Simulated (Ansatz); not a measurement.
Sb:
```cif
data_Sb6
_chemical_formula_sum 'Sb6'
_space_group_name_H-M_alt 'R-3m :H'
_space_group_IT_number 166
_space_group_name_Hall '-R 3 2"'
_cell_length_a 4.32838
_cell_length_b 4.32838
_cell_length_c 11.39821
_cell_angle_alpha 90.000
_cell_angle_beta 90.000
_cell_angle_gamma 120.000
loop_
_atom_site_label
_atom_site_type_symbol
_atom_site_symmetry_multiplicity
_atom_site_Wyckoff_symbol
_atom_site_fract_x
_atom_site_fract_y
_atom_site_fract_z
_atom_site_occupancy
Sb1 Sb 6 c 0.00000 0.00000 0.23268 1
```
(The calculation used a cell of 2 atoms; values per cell refer to that cell.)

Relaxed with r²SCAN+D4.

Q: Which orbitals make up the states near the Fermi level in r²SCAN+D4 (plane waves, PAW; program Ansatz)?

A: Within 0.5 eV of the Fermi level: Sb 5p 81 %, Sb 5s 15 %. Projections are on Löwdin-orthogonalised atomic valence shells; empty p or d shells of many metals are not among them.

Q: Tabulate the density of states.

A: States/eV per cell of 2 atoms, in 0.25 eV bins, energy from the Fermi level.

```
E (eV)  total  Sb 5p  Sb 5s
------  -----  -----  -----
-7.85    0.40   0.09   0.30
-7.60    0.32   0.07   0.24
-7.35    0.26   0.06   0.20
-7.10    0.21   0.05   0.16
-6.85    0.17   0.04   0.13
-6.60    0.13   0.03   0.10
-6.35    0.10   0.02   0.08
-6.10    0.08   0.02   0.06
-5.85    0.06   0.01   0.05
-5.60    0.54   0.47   0.06
-5.35    0.78   0.73   0.05
-5.10    0.80   0.76   0.03
-4.85    0.82   0.79   0.03
-4.60    0.92   0.88   0.04
-4.35    1.05   0.99   0.05
-4.10    1.25   1.19   0.05
-3.85    1.51   1.43   0.06
-3.60    1.50   1.41   0.07
-3.35    1.47   1.38   0.08
-3.10    1.48   1.38   0.09
-2.85    1.47   1.36   0.09
-2.60    1.50   1.38   0.10
-2.35    1.49   1.36   0.11
-2.10    1.59   1.44   0.12
-1.85    1.30   1.16   0.12
-1.60    1.07   0.93   0.12
-1.35    1.10   0.93   0.14
-1.10    0.90   0.75   0.12
-0.85    0.71   0.59   0.11
-0.60    0.48   0.40   0.08
-0.35    0.31   0.24   0.06
-0.10    0.05   0.04   0.01
0.15     0.21   0.17   0.03
0.40     0.98   0.80   0.13
0.65     1.61   1.34   0.20
0.90     1.54   1.30   0.18
1.15     1.28   1.09   0.13
1.40     1.19   1.02   0.12
1.65     1.24   1.04   0.11
1.90     1.57   1.20   0.11
2.15     1.92   1.40   0.11
2.40     1.40   1.10   0.08
2.65     1.10   0.94   0.06
2.90     1.10   0.93   0.05
3.15     1.23   0.99   0.04
3.40     1.41   1.03   0.04
3.65     1.24   0.90   0.04
3.90     0.95   0.71   0.03
4.15     0.84   0.61   0.02
4.40     1.19   0.63   0.02
4.65     1.56   0.66   0.02
```

The cell was relaxed with r²SCAN+D4 under the symmetry of its start. Spin–orbit coupling is left out wherever it is not named.

Potentials: the later of the program's two PAW sets.
